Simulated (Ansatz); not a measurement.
## What a change of settings does to a run on PtS₂

The cell is COD entry 1534743, as deposited and not checked against the literature; nothing was relaxed. Its inner coordinates are ideal values, not refined ones.

First run: DFT, PBE, PAW with Ansatz's default frozen-core files, scalar-relativistic (Ansatz 0.2.0).

Command: `ansatz run input.yaml --threads 1 --pin off --max-ram 3072MiB --backend cpu --events-out ev --progress --plain --runs-dir out` The run took 33 s on 1 thread of Arm Neoverse V1, on a shared host, peak memory 0.43 GiB.

```yaml
crystal:
  lattice:
    - [3.5431994758, 0.0, 0.0]
    - [-1.7715997379, 3.0685007567, 0.0]
    - [0.0, 0.0, 5.0388]
  atoms:
    - { symbol: Pt, position: [0.0, 0.0, 0.0] }
    - { symbol: S, position: [0.3333333333, 0.6666666667, 0.25] }
    - { symbol: S, position: [0.6666666667, 0.3333333333, 0.75] }
kpoints:
  mp_grid: { grid: [12, 12, 7] }
  band_path:
    path:
      - [0.0, 0.0, 0.0]
      - [0.5, 0.0, 0.0]
      - [0.3333333333, 0.3333333333, 0.0]
      - [0.0, 0.0, 0.0]
      - [0.0, 0.0, 0.5]
      - [0.5, 0.0, 0.5]
      - [0.3333333333, 0.3333333333, 0.5]
      - [0.0, 0.0, 0.5]
      - [0.5, 0.0, 0.5]
    npoints: 14
scf:
  occupations: { method: fermi_dirac, width: 0.08 }
hamiltonian:
  xc: pbe
  pseudopotentials: { kind: paw }
output:
  forces: true
  stress: true
  eigenvalues: true
  efg: { contact_densities: true }
  populations: true
  bader: true
  dos: { projected: true, de: 0.2, e_range: [-14, 8] }
  write_density: true
  write_potential: true
  elf: true
  volumetric_format: npy
```

Result: converged; pressure 2.38 GPa; largest force 0.326 eV/Å; gap on the k mesh 0.51 eV (the mesh can miss the band edges); 7 SCF iterations.

No spin–orbit coupling, which matters for the heavy atoms here.

The input is then changed:

```diff
@@ -23,5 +23,5 @@
     npoints: 14
 scf:
-  occupations: { method: fermi_dirac, width: 0.08 }
+  occupations: { method: fermi_dirac, width: 0.01 }
 hamiltonian:
   xc: pbe
@@ -33,9 +33,5 @@
   efg: { contact_densities: true }
   populations: true
-  bader: true
-  dos: { projected: true, de: 0.2, e_range: [-14, 8] }
-  write_density: true
-  write_potential: true
-  elf: true
-  volumetric_format: npy
+basis:
+  ecutrho_ratio: 9
```

Question: Predict the outcome of the changed run.

Answer: It converged; energy at zero smearing -0.2 meV/atom from the first run; pressure 2.38 GPa; largest force 0.328 eV/Å; gap on the k mesh 0.51 eV (the mesh can miss the band edges); 7 SCF iterations.
